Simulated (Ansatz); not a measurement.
MgCu$_{2}$SiS$_{4}$:
```
MgCu2SiS4
1.0
    7.51859     0.00000     0.00000
    0.00000     6.34632     0.00000
    0.00000     0.00000     6.13192
Mg Si Cu S
2 2 4 8
Cartesian
  3.75930   4.16485   6.11265
  0.00000   2.18146   3.04669
  3.75930   2.03855   3.05949
  0.00000   4.30777   6.12545
  5.65436   1.12831   0.04237
  5.62353   5.21801   3.10833
  1.86424   1.12831   0.04237
  1.89506   5.21801   3.10833
  5.48016   1.00964   2.29389
  5.79773   5.33667   5.35985
  2.03843   1.00964   2.29389
  1.72086   5.33667   5.35985
  3.75930   1.90813   5.20424
  0.00000   4.43818   2.13827
  3.75930   4.09384   2.44294
  0.00000   2.25248   5.50890
```

Relaxed with PBEsol. Special points in fractions of this cell's reciprocal vectors: Γ (0.000, 0.000, 0.000); X (0.500, 0.000, 0.000); S (0.500, 0.500, 0.000); Y (0.000, 0.500, 0.000); Z (0.000, 0.000, 0.500); U (0.500, 0.000, 0.500); R (0.500, 0.500, 0.500); T (0.000, 0.500, 0.500).

Q: List the band energies nearest the valence-band maximum at these points for PBEsol in the plane-wave PAW code Ansatz.

A: In eV from the valence-band maximum; about four levels below and three above (degenerate sets whole), none deeper than 8.9 eV; points with the same levels are listed once.

```json
[
 {"k": "Γ", "below": "-0.22 -0.21 -0.19 0.00", "above": "1.73 2.32 2.48"},
 {"k": "X", "below": "-0.54 -0.54 -0.51 -0.51", "above": "2.76 2.76 3.01 3.01"},
 {"k": "S", "below": "-0.72 -0.72 -0.49 -0.49", "above": "2.99 2.99 3.20 3.20"},
 {"k": "Y", "below": "-0.45 -0.37 -0.34 -0.08", "above": "2.17 2.62 2.81"},
 {"k": "Z", "below": "-0.38 -0.38 -0.30 -0.30", "above": "2.15 2.15 2.84 2.84"},
 {"k": "U", "below": "-0.81 -0.81 -0.70 -0.70", "above": "2.70 2.70 3.22 3.22"},
 {"k": "R", "below": "-0.89 -0.89 -0.60 -0.60", "above": "2.63 2.63 3.06 3.06"},
 {"k": "T", "below": "-0.74 -0.74 -0.46 -0.46", "above": "2.17 2.17 2.65 2.65"}
]
```

Space group Pmn2_1. The first step of the workflow began from a Materials Project structure, measured or hypothetical; the Crystallography Open Database files this formula in space group No. 31, but the cells were not matched. Its standing as an ambient phase is unchecked. The cell was relaxed with PBEsol under the symmetry of its start; whether a distortion lowers the energy is not shown. The run is not spin-polarised.

Potentials: the later of the program's two PAW sets.
